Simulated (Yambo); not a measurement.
G0W0@LDA for Tl3GaF6 (space group Fm-3m, No. 225) in Yambo. Reference settings: 2×2×2 Γ-centred k mesh, 276 bands and a 7 Ry block in the screening, 276 bands in G with the Bruneval-Gonze terminator, plasmon pole fitted at 27.2 eV. The LDA gap X → X on this mesh is 3.70 eV; G0W0 gaps are taken between the same points.

Gap (X → X) in eV against the number of bands and the screening block, terminator on:

```json
[
 {"bands (W and G)": "81", "2 Ry": "6.030", "3 Ry": "5.974", "4 Ry": "5.943", "6 Ry": "5.906", "7 Ry": "5.903"},
 {"bands (W and G)": "114", "2 Ry": "5.874", "3 Ry": "5.843", "4 Ry": "5.822", "6 Ry": "5.801", "7 Ry": "5.802"},
 {"bands (W and G)": "160", "2 Ry": "5.830", "3 Ry": "5.810", "4 Ry": "5.799", "6 Ry": "5.792", "7 Ry": "5.797"},
 {"bands (W and G)": "217", "2 Ry": "5.814", "3 Ry": "5.802", "4 Ry": "5.795", "6 Ry": "5.798", "7 Ry": "5.806"},
 {"bands (W and G)": "276", "2 Ry": "5.806", "3 Ry": "5.790", "4 Ry": "5.790", "6 Ry": "5.795", "7 Ry": "5.804"}
]
```

Rough cost of the Yambo step against the reference (shared machines):

| bands (W and G) | 2 Ry | 3 Ry | 4 Ry | 6 Ry | 7 Ry |
|---|---|---|---|---|---|
| 81 | 1/4 | 1/4 | 1/4 | 1/4 | 1/3 |
| 114 | 1/3 | 1/3 | 1/3 | 1/3 | 1/2 |
| 160 | 1/2 | ~1 | ~1 | ~1 | ~1 |
| 217 | ~1 | ~1 | ~1 | ~1 | ~1 |
| 276 | ~1 | ~1 | ~1 | ~1 | 1 |

At the largest block the last step in bands moves the gap by -0.002 eV; at the most bands the last step in the block moves it by 0.009 eV.

The mesh misses a band edge: along a dense path the LDA gap is 3.11 eV against 3.70 eV on the mesh.

Spin-orbit coupling is left out; with 6p states at a band edge it can lower the gap by many tenths of an eV, most of a small gap.

The standard potentials for Ga, Tl keep a d shell in the valence without the s and p states of that shell. In tests on such compounds this moved G0W0 gaps by up to about 0.9 eV, so absolute quasiparticle energies here are unreliable; differences between settings are what counts.

Geometry of the Materials Project entry, not relaxed at this level; primitive cell a = b = c = 6.3495 Å, α = β = γ = 60.00°.

The structure is a Materials Project entry; no match was found in the copy of COD used, and its stability was not checked.
